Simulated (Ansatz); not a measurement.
# BiTe (R-3m), two-dimensional strain map

These are results of DFT PBEsol, scalar-relativistic, plane waves, PAW in Ansatz, not measurements. The runs took a 420 eV cutoff, a Γ-centred 12×12×12 mesh and Gaussian smearing (0.15 eV). Spin–orbit coupling is left out, which can shift energies with elements as heavy as these. No spin polarisation. Energies are free energies at this smearing, counted from the undisturbed cell; pressure is positive in compression.

Zero of the scan (as given, not relaxed at this level; it stands at -2.5 GPa, and it needn't be the usual structure):

```xyz
2
Lattice="2.4227 1.3988 3.3173 -2.4227 1.3988 3.3173 0.0000 -2.7975 3.3173" Properties=species:S:1:pos:R:3 pbc="T T T"
Bi    0.0000    0.0000    4.9759
Te    0.0000    0.0000    0.0000
```

The cell is strained by p along both x and y and by q along z, fractional coordinates fixed. Points are written (p, q).

p was sampled at -0.030, -0.015, 0.000, 0.015, 0.030 and q at -0.030, -0.015, 0.000, 0.015, 0.030.

Question: Where on the computed points is the energy highest, and how high?

Answer: At (0.030, 0.030): 81.7 meV/atom.

Question: Away from (0, 0), which computed point is lowest?

Answer: (-0.015, -0.030): -14.3 meV/atom.

The map, in meV/atom:

```csv
p \ q,-0.030,-0.015,0.000,0.015,0.030
-0.030,-4.2,-7.7,-9.1,-8.8,-7.0
-0.015,-14.3,-13.5,-10.7,-6.0,0.2
0.000,-10.9,-6.4,0.0,8.2,17.9
0.015,4.6,12.2,21.7,32.8,45.4
0.030,30.7,41.1,53.1,66.7,81.7
```